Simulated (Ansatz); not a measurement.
An Ansatz (an electronic-structure program) run. Input:

Ansatz 0.2 input:
```yaml
crystal:
  lattice:
    - [-3.0392571761, 4.4121038485, 2.9035875322]
    - [3.0392571761, -4.4121038485, 2.9035875322]
    - [3.0392571761, 4.4121038485, -2.9035875322]
  atoms:
    - { symbol: Se, position: [0.8675765453, 0.7846209453, 0.6521974906] }
    - { symbol: Se, position: [0.3675765453, 0.7153790547, 0.0829556] }
    - { symbol: Se, position: [0.6324234547, 0.2846209453, 0.9170444] }
    - { symbol: Se, position: [0.1324234547, 0.2153790547, 0.3478025094] }
    - { symbol: Si, position: [0.75, 0.75, 0.0] }
    - { symbol: Si, position: [0.25, 0.25, 0.0] }
kpoints:
  mp_grid: { grid: [5, 5, 5] }
  band_path:
    path:
      - [[0.0, 0.0, 0.0], [0.5, -0.5, 0.5], [0.3686269756, -0.3686269756, 0.6313730244]]  # Γ-X-F_0
      - [[-0.3686269756, 0.3686269756, 0.3686269756], [0.0, 0.0, 0.0], [0.3582725593, 0.3582725593, -0.3582725593]]  # Σ_0-Γ-Λ_0
      - [[0.6417274407, -0.3582725593, 0.3582725593], [0.5, -0.5, 0.5]]  # G_0-X
      - [[0.0, 0.0, 0.0], [0.0, 0.5, 0.0], [0.25, 0.25, 0.25], [0.5, 0.0, 0.0], [0.0, 0.0, 0.0], [0.0, 0.0, 0.5], [0.25, 0.25, 0.25]]  # Γ-R-W-S-Γ-T-W
      - [VBM, CBM]
    npoints: 6
basis: { xc_grid: 2 }
hamiltonian:
  xc: lda
  pseudopotentials: { kind: paw }
magnetization: { noncollinear: true, spin_orbit: true }
scf:
  n_extra_bands: 12
  convergence: { dr2_threshold: 0.0000000001 }
  occupations: { method: gaussian, width: 0.01 }
checkpoint: { write: soc.run }
output: { eigenvalues: true }
```

Output (shortened):

```
Pseudopotential: Se, paw_fr, valence charge 16
Pseudopotential: Si, paw_fr, valence charge 4
Functional definition: SPW92
non-collinear run that drives no moment, with spin-orbit …
Crystal: 6 atoms, lattice volume = 155.743 Å³
Basis set: ecut = 420 eV, 3025 PW (Γ), exchange–correlation on 90×90×90 points (8 copies of the dense FFT grid, shifted against one another)
Bands: 84, of which v1, the nominal top of the filled ones, is band 72 counted from 1 (71 counted from 0)
Symmetry: 8 space group operations + 8 with time reversal
k-points: 27 of 125
Projection manifold: j_resolved (fully-relativistic pseudo-atomic orbitals)
SCF iter   1: F=—  HF=-22753.887395 eV  |F-HF|=—  |Δ(HF+E_count)|=         —  Δρ=3.27e-2  dr2=2.24e0  dr2_m=0.00e0 (ungated)  ethr=3.10e-3  |M|=0.00e0 ∫|m|=0.00e0 μB  |m|>n=0.0e0 m-floor=0.0e0 τ_xc=0.0e0  β_m=0.30  ⟨swp⟩=6.9  Hψ=5159  notcnv=0  defer=6
preconditioner: auto → Resta (q_TF=auto, 2.399 Å⁻¹)
spin=Noncollinear: Resta preconditioning applied to the charge; magnetization (m_x, m_y, m_z) channels mix plain (no charge-response kernel on spin).
SCF iter   2: F=—  HF=-22753.525904 eV  |F-HF|=—  |Δ(HF+E_count)|=   3.61e-1  Δρ=2.37e-2  dr2=1.09e0  dr2_m=0.00e0 (ungated)  ethr=3.10e-3  |M|=0.00e0 ∫|m|=0.00e0 μB  |m|>n=0.0e0 m-floor=0.0e0 τ_xc=0.0e0  β_m=0.65  ⟨swp⟩=2.0  Hψ=1396  notcnv=0  defer=168
SCF iter   3: F=—  HF=-22753.195402 eV  |F-HF|=—  |Δ(HF+E_count)|=   3.31e-1  Δρ=2.80e-3  dr2=1.13e-2  dr2_m=0.00e0 (ungated)  ethr=1.52e-3  |M|=0.00e0 ∫|m|=0.00e0 μB  |m|>n=0.0e0 m-floor=0.0e0 τ_xc=0.0e0  β_m=0.76  ⟨swp⟩=3.0  Hψ=1623  notcnv=0  defer=172
SCF iter   4: F=—  HF=-22753.195035 eV  |F-HF|=—  |Δ(HF+E_count)|=   3.67e-4  Δρ=7.06e-4  dr2=8.96e-4  dr2_m=0.00e0 (ungated)  ethr=1.57e-5  |M|=0.00e0 ∫|m|=0.00e0 μB  |m|>n=0.0e0 m-floor=0.0e0 τ_xc=0.0e0  β_m=0.81  ⟨swp⟩=2.2  Hψ=1496  notcnv=0  defer=172
SCF iter   5: F=—  HF=-22753.195171 eV  |F-HF|=—  |Δ(HF+E_count)|=   1.36e-4  Δρ=2.37e-4  dr2=1.14e-4  dr2_m=0.00e0 (ungated)  ethr=1.24e-6  |M|=0.00e0 ∫|m|=0.00e0 μB  |m|>n=0.0e0 m-floor=0.0e0 τ_xc=0.0e0  β_m=0.75  ⟨swp⟩=2.0  Hψ=2084  notcnv=0  defer=172
SCF iter   6: F=—  HF=-22753.195155 eV  |F-HF|=—  |Δ(HF+E_count)|=   1.61e-5  Δρ=9.68e-5  dr2=1.09e-5  dr2_m=0.00e0 (ungated)  ethr=1.59e-7  |M|=0.00e0 ∫|m|=0.00e0 μB  |m|>n=0.0e0 m-floor=0.0e0 τ_xc=0.0e0  β_m=0.87  ⟨swp⟩=2.0  Hψ=2020  notcnv=0  defer=172
SCF iter   7: F=—  HF=-22753.195166 eV  |F-HF|=—  |Δ(HF+E_count)|=   1.07e-5  Δρ=1.24e-5  dr2=3.31e-7  dr2_m=0.00e0 (ungated)  ethr=1.52e-8  |M|=0.00e0 ∫|m|=0.00e0 μB  |m|>n=0.0e0 m-floor=0.0e0 τ_xc=0.0e0  β_m=0.94  ⟨swp⟩=2.1  Hψ=1443  notcnv=0  defer=172
SCF iter   8: F=—  HF=-22753.195209 eV  |F-HF|=—  |Δ(HF+E_count)|=   4.32e-5  Δρ=2.49e-6  dr2=1.16e-8  dr2_m=0.00e0 (ungated)  ethr=4.60e-10  |M|=0.00e0 ∫|m|=0.00e0 μB  |m|>n=0.0e0 m-floor=0.0e0 τ_xc=0.0e0  β_m=0.97  ⟨swp⟩=2.0  Hψ=1423  notcnv=0  defer=172
SCF iter  10: F=-22753.195209 eV  HF=-22753.195209 eV  |F-HF|=3.64e-12  |Δ(HF+E_count)|=  1.13e-10  Δρ=1.03e-7  dr2=1.69e-11  dr2_m=0.00e0 (ungated)  ethr=1.00e-12  |M|=0.00e0 ∫|m|=0.00e0 μB  |m|>n=0.0e0 m-floor=0.0e0 τ_xc=0.0e0  ⟨swp⟩=10.4  Hψ=4398  notcnv=0
SCF 1 converged in 10 iterations: F = -22753.195209 eV  dr2 = 1.69e-11
NSCF: frozen V_eff on 46 k-points
NSCF: frozen V_eff on 46 k-points
NSCF: frozen V_eff on 46 k-points
NSCF: frozen V_eff on 5 k-points
NSCF: frozen V_eff on 11 k-points
NSCF: frozen V_eff on 10 k-points
NSCF: frozen V_eff on 10 k-points
NSCF: frozen V_eff on 4 k-points
NSCF: frozen V_eff on 77 k-points
SCF converged after 10 iterations
Magnetization: |M| = 0.0000 μB,  M = (+0.0000, +0.0000, +0.0000) μB
Absolute magnetization: 0.0000 μB (∫|m|)
  site 0: m = (+0.0000, +0.0000, +0.0000) μB, |m| = 0.0000 μB  (R = 0.94 Å)
  site 1: m = (+0.0000, +0.0000, +0.0000) μB, |m| = 0.0000 μB  (R = 0.94 Å)
  site 2: m = (+0.0000, +0.0000, +0.0000) μB, |m| = 0.0000 μB  (R = 0.94 Å)
  site 3: m = (+0.0000, +0.0000, +0.0000) μB, |m| = 0.0000 μB  (R = 0.94 Å)
  site 4: m = (+0.0000, +0.0000, +0.0000) μB, |m| = 0.0000 μB  (R = 0.94 Å)
  site 5: m = (+0.0000, +0.0000, +0.0000) μB, |m| = 0.0000 μB  (R = 0.94 Å)
Free energy (F): -22753.195209 eV
Harris-Foulkes:  -22753.195209 eV  (|F-HF|=3.64e-12)
Internal energy: -22753.195209 eV  (E = F + TS)
E sigma→0 (E₀):  -22753.195209 eV
Fermi energy:    6.100735 eV
--- Per-component energies (eV) ---
  E_band       = -1684.224903
  E_kinetic    = 562.243512
  E_local      = -10955.811920  (includes V_loc(G=0)·N_el)
  E_nonlocal   = -2303.776524
  E_hartree    = 5327.379272
  E_xc         = -525.420224
  E_vxc        = -490.147411  (∫ρ·V_xc dr)
  E_paw        = -8280.885832  (= ΣΔE_a)
  E_vpaw       = 848.511127  (= ΣTr[D̂ρ^β])
  E_aug_tail   = -0.002359  (compensation charges beyond the density's cutoff)
  E_ewald      = -6585.985954
  E_core_change = 9.064819  (= ΣΔE_core)
  E_smearing   =  0.000000  (= −TS)
  E_closure    = 0.000000  (closes the sum)
  Σ components = -22753.195209   (vs F -22753.195209, Δ=0.00e0)
  [band-id]    e_kinetic+e_local+e_nonlocal+2·e_hartree+e_vxc+e_vpaw+e_augmentation_tail = -1684.225030   (vs E_band -1684.224903, Δ=-1.27e-4)
--- Band table (eV; the first three rows and the last of 27) ---
  k-point 0: bands = ["-42.4222", "-42.4222", "-42.4220", "-42.4220", "-42.4218", "-42.4218", "-42.4216", "-42.4216", "-42.2947", "-42.2947", "-42.2945", "-42.2945", "-42.2945", "-42.2945", "-42.2943", "-42.2943", "-41.5503", "-41.5503", "-41.5502", …
  k-point 1: bands = ["-42.4222", "-42.4222", "-42.4220", "-42.4220", "-42.4218", "-42.4218", "-42.4216", "-42.4216", "-42.2946", "-42.2946", "-42.2945", "-42.2945", "-42.2945", "-42.2945", "-42.2944", "-42.2944", "-41.5503", "-41.5503", "-41.5502", …
  k-point 2: bands = ["-42.4221", "-42.4221", "-42.4220", "-42.4220", "-42.4219", "-42.4219", "-42.4216", "-42.4216", "-42.2946", "-42.2946", "-42.2945", "-42.2945", "-42.2945", "-42.2945", "-42.2944", "-42.2944", "-41.5503", "-41.5503", "-41.5501", …
  k-point 26: bands = ["-42.4221", "-42.4221", "-42.4220", "-42.4220", "-42.4219", "-42.4219", "-42.4217", "-42.4217", "-42.2946", "-42.2946", "-42.2945", "-42.2945", "-42.2945", "-42.2945", "-42.2944", "-42.2944", "-41.5502", "-41.5502", "-41.5501", …
```

Cost: about 8 core-minutes (a rough figure) on shared cores.

Space group Ibam. The cell was relaxed with LDA under the symmetry of its start. A crystal of weakly bound chains computed without a dispersion correction: the cell and the soft elastic constants depend strongly on that.

Potentials: the later of the program's two PAW sets.

Ansatz is a plane-wave DFT program.
